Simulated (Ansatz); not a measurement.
Candidates compared on computed values. A storage capacitor needs a fixed capacitance, and at a given film thickness the permittivity sets the area; how thin a film may be depends on its barriers, which grow with the gap.

The reference row is sapphire. Film 4 nm, capacitance 10 fF, 0.6 V across it, a pillar 20 nm in diameter (0.0628 μm around).

Levels of theory (Ansatz, a plane-wave PAW program): ε₀: LDA, linear response, mean over directions (which differ by under 30 %); gap: HSE06, on its own or a semilocal cell; the largest Born charge: LDA, a third of the trace, mean by element; E above lowest phase: r²SCAN, against the lowest phase of the formula computed here. Cells of the HSE06 gaps: its own cell for ZnS, sapphire, GaN; the r²SCAN cell for SnO2.

Runs started from generated or typed cells of the structure named: ZnS; sapphire (for some of its values); SnO2; GaN. Spin–orbit coupling is left out unless named; it moves the gap of SnO2, GaN by under 0.05 eV.

The figures follow from the printed values by these rules: C/A = 8.854 ε₀/t; height = C/(C/A)/perimeter; equivalent oxide thickness = 3.9 t/ε₀; charge = (C/A) × V, with 1 fF·V/μm² = 0.1 μC/cm².

```
crystal                        ε₀ (static)  E_g (eV)  largest Born charge (e)  E above lowest phase (meV/atom)  capacitance (fF/μm²)  pillar height (μm)  EOT (nm)  charge (μC/cm²)
-----------------------------  -----------  --------  -----------------------  -------------------------------  --------------------  ------------------  --------  ---------------
ZnS (zinc blende)                     8.82      3.28                      1.9                                0                 19.52                 8.2      1.77              1.2
sapphire (α-Al2O3), reference         10.0      8.16                      3.0                                0                 22.14                 7.2      1.56              1.3
SnO2 (rutile)                         12.0      2.84                      4.3                                0                 26.56                 3.3      1.30              1.6
GaN (zinc blende)                     10.1      3.00                      2.6                                7                 22.36                 7.1      1.54              1.3
```

### Question
One entry in the column «pillar height (μm)» was worked out wrongly. Which, and what should it be?

### Answer
The row of SnO2 shows 3.3. From its own inputs, pillar height: 10/26.56/0.0628 = 6.0 μm. The other rows agree with the rules.

With the correction: By pillar height (lowest first): SnO2 (6.0 ± 0.80) ≈ GaN (7.1 ± 0.95) ≈ sapphire (7.2 ± 0.97) ≈ ZnS (8.2 ± 1.1). The ± follows from allowances picked for this note (ε₀ 12 %, 6 % for the model), carried to first order and added in quadrature; ≈ joins neighbours closer than their two ± added in quadrature. At the edge of that rule, so that a last digit could turn the call: sapphire and SnO2. 0 of the 3 others clearly beat the reference on this figure.

ε₀ near a polar instability depends steeply on volume, functional and temperature; interfacial dead layers lower it in films, and curvature is ignored. HSE06 gaps come from coarse meshes and special points. Where several phases of a formula are at hand, those over 0.1 eV/atom above the lowest were not drawn (by r²SCAN where it compared them, else by the largest value; a layered or molecular lowest phase counts only with a dispersion term); other phases could lie lower still. Crystals of Pb, Bi, Tl or Hg, those whose gap spin–orbit coupling moves by over 0.3 eV, and those of Te, I or Sb with no such test at hand were not drawn. Rows were sampled with a lean to familiar crystals, related or not, whatever their agreement with measurement; tables with many equal figures were not kept. Limits of the draw: gap over 2.8 eV, ε₀ of 8 to 250, no mode under 5 cm⁻¹; for ε, a gap over 0.5 eV at its level, values under 300, no layered crystals; no unfamiliar magnets, and cubic perovskites only if shown or known to be stable. As a rule kept out of such tables: 4f compounds, open-shell compounds run without a Hubbard term, cells found unstable in the tests at hand, cells close to a higher symmetry, and runs set to a pressure or over 12 % in volume from the crystal's fullest run.
